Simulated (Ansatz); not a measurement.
A relaxed structure of MoPt is spoiled in several ways and relaxed again each time (noise and exchanges are one random draw each; pressure is positive under compression). Method: PBEsol (plane waves to 420 eV, PAW, scalar-relativistic; Ansatz, a first-principles code).

Space group Pmma (No. 51); a = 4.455 Å, b = 2.719 Å, c = 4.913 Å, α = β = γ = 90.00°

| atom | site | symmetry | x | y | z |
|---|---|---|---|---|---|
| Mo | 2e | mm2 | 0.2500 | 0.0000 | 0.1639 |
| Pt | 2f | mm2 | 0.2500 | 0.5000 | 0.6645 |

```csv
change,first pressure (GPa),largest first force (eV/Å),released (eV/atom),moves,outcome,final group,E − E(parent) (eV/atom)
with one Pt and one Mo atom exchanged in a cell of 4 atoms,2.7,0.63,0.02,9,trapped higher,Pmmn,+0.19
with every coordinate shifted by Gaussian noise of σ = 0.2 Å,18.2,5.87,0.42,8,returns to the parent,Pmma,0.00
with every coordinate shifted by Gaussian noise of σ = 0.1 Å,9.8,4.36,0.21,7,returns to the parent,Pmma,0.00
```

The exchanged pair stays exchanged: it costs 0.7 eV for the cell of 4 atoms (one exchange in a very small cell, not a dilute defect).

First-step values come from each run's starting, coarser k-mesh (7×12×7). Each cell has its own k-point mesh; energy differences are given only to the digits this allows. No spin polarisation in the result.

The relaxation started from an entry of Materials Project.
